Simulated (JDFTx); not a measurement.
Reference run:

```yaml
surface: Au(100)
bulk: Au, Fm-3m, lattice of mp-81 (not re-optimised)
slab: 5 atoms in 5 planes, 1x1, 8.3 Å between the outermost planes
in-plane cell: 2.950 × 2.950 Å, 8.70 Å²
cell_height: 24.3 Å
sampling: 8×8×1 k mesh, Fermi smearing 0.01 Ha, no spin polarisation
```

The reference is PBE, GBRV ultrasoft potentials, plane waves to 20/100 Ha; code: JDFTx (a modified build). Unrelaxed; liquid: CANDLE, water, 1 M NaCl. The electron chemical potential μ is absolute (zero in the bulk liquid) and is turned into a potential by U = −μ/e − 4.44 V vs SHE, a convention.

```csv
density cutoff alone,work function (eV),U_pzc (V),k states × plane waves,"cycles, vacuum run","rough core time, vacuum run"
80 Ha,5.11,0.40,15 × 6096,20,5 min
100 Ha,5.11,0.41,15 × 6096,18,5 min
130 Ha,5.11,0.40,15 × 6096,20,6 min
200 Ha,5.11,0.40,15 × 6096,18,7 min
```

The work function stays within 0.01 eV over all these settings; capacitances repeat to about ±0.2 μF/cm². Core times come from shared machines and are rough, one run each.
